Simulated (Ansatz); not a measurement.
The relaxed structure here is a generated cell of Cr2N: the first start was made by placing the elements on the sites of a structure type, and the end was not matched to a known phase here, so it may be hypothetical.

The end point of a relaxation of Cr₂N. Space group I4mm (No. 107). Level of theory: PBE (plane waves to 420 eV, PAW, scalar-relativistic; Ansatz, an electronic-structure program).

```xyz
3
Lattice="-1.2541 1.2541 4.4113 1.2541 -1.2541 4.4113 1.2541 1.2541 -4.4113" Properties=species:S:1:pos:R:3 pbc="T T T"
N      0.0000     0.0000     0.1998
Cr     0.0000     0.0000     5.5714
Cr     0.0000     0.0000     3.1619
```

* **Volume per atom**: 9.25 Å³
* **Band gap**: zero (metallic)
* **Shortest distances**: Cr–N 2.02 Å; Cr–Cr 2.41 Å; N–N 2.51 Å
* **k-mesh**: 20×20×20

Band energies at high-symmetry points (eV from the Fermi level; labels of this space group; no spin-orbit coupling), from −5 eV up to 1.3 eV:

```json
[
 {"point": "Γ", "energies": "-4.05 -3.14 -2.96 -2.96 -2.57 -1.76 0.49 0.49 1.09"},
 {"point": "X", "energies": "-2.15 -2.07 -1.03 -0.17 1.03"},
 {"point": "P", "energies": "-1.64 -1.64 -1.61 -1.02"},
 {"point": "N", "energies": "-4.97 -3.39 -3.04 -2.24 -1.92 -1.53 -0.25 0.65 1.31"},
 {"point": "M", "energies": "-3.75 -3.55 -3.15 -3.15 -2.06 -0.90 1.17"},
 {"point": "S", "energies": "-3.35 -3.07 -2.34 -2.01 -1.39 -0.13 0.24"},
 {"point": "S0", "energies": "-3.35 -3.07 -2.34 -2.01 -1.39 -0.13 0.24"},
 {"point": "R", "energies": "-2.17 -1.99 -1.06 -0.15 1.01"}
]
```

No spin polarisation in the result. The relaxed primitive cell holds an odd number of electrons. A magnetic state may lie lower.

The run could not lose the symmetry of its start, so the end can be a saddle point.

It was reached from a disturbed copy of a I4/mmm (No. 139) cell, against which it lies -0.01 eV/atom.
